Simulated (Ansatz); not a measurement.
TeSe:
```cif
data_Se3Te3
_chemical_formula_sum 'Te3 Se3'
_space_group_name_H-M_alt 'P 1'
_space_group_IT_number 1
_cell_length_a 4.35728
_cell_length_b 11.04111
_cell_length_c 4.44033
_cell_angle_alpha 91.384
_cell_angle_beta 118.484
_cell_angle_gamma 89.419
loop_
_space_group_symop_operation_xyz
  'x, y, z'
loop_
_atom_site_label
_atom_site_type_symbol
_atom_site_fract_x
_atom_site_fract_y
_atom_site_fract_z
_atom_site_occupancy
Te1 Te 0.98796 0.99728 0.26749 1
Te2 Te 0.26288 0.17478 0.99988 1
Te3 Te 0.25139 0.66158 0.98735 1
Se1 Se 0.75939 0.34068 0.76447 1
Se2 Se 0.75412 0.82775 0.76511 1
Se3 Se 0.98426 0.49783 0.21571 1
```

Relaxed with PBE.

Task: Which orbitals make up the states near the band edges in plane-wave PAW PBE (Ansatz code)?

Result: Top 1 eV of the valence band: Te 5p 54 %, Se 4p 41 %. Bottom 1 eV of the conduction band: Te 5p 53 %, Se 4p 38 %. Projections are on Löwdin-orthogonalised atomic valence shells; empty p or d shells of many metals are not among them.

Task: Tabulate the density of states.

Result: States/eV per cell of 6 atoms, in 0.25 eV bins, energy from the valence-band maximum.

| E (eV) | total | Te 5p | Se 4p | Te 5s |
|---|---|---|---|---|
| -7.87 | 0.00 | 0.00 | 0.00 | 0.00 |
| -7.62 | 0.00 | 0.00 | 0.00 | 0.00 |
| -7.37 | 0.00 | 0.00 | 0.00 | 0.00 |
| -7.12 | 0.00 | 0.00 | 0.00 | 0.00 |
| -6.87 | 0.00 | 0.00 | 0.00 | 0.00 |
| -6.62 | 0.00 | 0.00 | 0.00 | 0.00 |
| -6.37 | 0.00 | 0.00 | 0.00 | 0.00 |
| -6.12 | 0.00 | 0.00 | 0.00 | 0.00 |
| -5.87 | 0.00 | 0.00 | 0.00 | 0.00 |
| -5.62 | 0.00 | 0.00 | 0.00 | 0.00 |
| -5.37 | 1.18 | 0.54 | 0.62 | 0.01 |
| -5.12 | 3.26 | 1.39 | 1.79 | 0.03 |
| -4.87 | 5.03 | 2.14 | 2.75 | 0.06 |
| -4.62 | 5.79 | 2.48 | 3.14 | 0.07 |
| -4.37 | 7.33 | 3.24 | 3.84 | 0.10 |
| -4.12 | 5.21 | 2.28 | 2.69 | 0.09 |
| -3.87 | 3.91 | 1.68 | 2.01 | 0.08 |
| -3.62 | 3.90 | 1.60 | 2.06 | 0.10 |
| -3.37 | 6.21 | 2.84 | 3.01 | 0.17 |
| -3.12 | 4.37 | 1.95 | 2.13 | 0.13 |
| -2.87 | 2.34 | 1.14 | 1.04 | 0.08 |
| -2.62 | 2.64 | 1.30 | 1.17 | 0.08 |
| -2.37 | 2.66 | 1.14 | 1.35 | 0.08 |
| -2.12 | 3.83 | 1.59 | 2.01 | 0.11 |
| -1.87 | 5.45 | 2.01 | 3.16 | 0.14 |
| -1.62 | 6.83 | 2.65 | 3.81 | 0.19 |
| -1.37 | 5.06 | 2.35 | 2.44 | 0.12 |
| -1.12 | 6.05 | 3.13 | 2.60 | 0.14 |
| -0.87 | 5.96 | 3.38 | 2.26 | 0.14 |
| -0.62 | 5.42 | 2.99 | 2.16 | 0.12 |
| -0.37 | 2.76 | 1.33 | 1.26 | 0.08 |
| -0.12 | 0.80 | 0.37 | 0.37 | 0.03 |
| 0.13 | 0.00 | 0.00 | 0.00 | 0.00 |
| 0.38 | 0.00 | 0.00 | 0.00 | 0.00 |
| 0.63 | 0.08 | 0.04 | 0.02 | 0.00 |
| 0.88 | 1.87 | 1.00 | 0.69 | 0.04 |
| 1.13 | 6.07 | 3.20 | 2.30 | 0.12 |
| 1.38 | 6.42 | 3.43 | 2.42 | 0.13 |
| 1.63 | 5.29 | 2.78 | 2.06 | 0.09 |
| 1.88 | 6.62 | 3.45 | 2.69 | 0.08 |
| 2.13 | 6.47 | 3.27 | 2.73 | 0.06 |
| 2.38 | 5.59 | 2.75 | 2.43 | 0.05 |
| 2.63 | 3.89 | 1.82 | 1.79 | 0.03 |
| 2.88 | 2.02 | 0.94 | 0.95 | 0.01 |
| 3.13 | 2.38 | 1.12 | 1.13 | 0.01 |
| 3.38 | 1.11 | 0.52 | 0.54 | 0.01 |
| 3.63 | 0.20 | 0.09 | 0.11 | 0.00 |
| 3.88 | 0.00 | 0.00 | 0.00 | 0.00 |
| 4.13 | 0.31 | 0.01 | 0.01 | 0.00 |
| 4.38 | 1.16 | 0.04 | 0.04 | 0.00 |
| 4.63 | 1.84 | 0.06 | 0.06 | 0.00 |
| 4.88 | 2.46 | 0.05 | 0.06 | 0.00 |
| 5.13 | 2.55 | 0.05 | 0.05 | 0.00 |
| 5.38 | 4.78 | 0.09 | 0.09 | 0.00 |

Space group P1. The workflow started from a Materials Project entry (that database holds measured and hypothetical structures alike); the Crystallography Open Database copy checked does not list it. Its standing as an ambient phase is unchecked. Symmetry was held in the PBE relaxation; its stability against distortions is not shown here. A crystal of weakly bound chains computed without a dispersion correction: the cell and the soft elastic constants depend strongly on that. Scalar-relativistic: spin–orbit coupling is off unless named, which matters more the heavier the elements.

Potentials: the earlier of the program's two PAW sets.
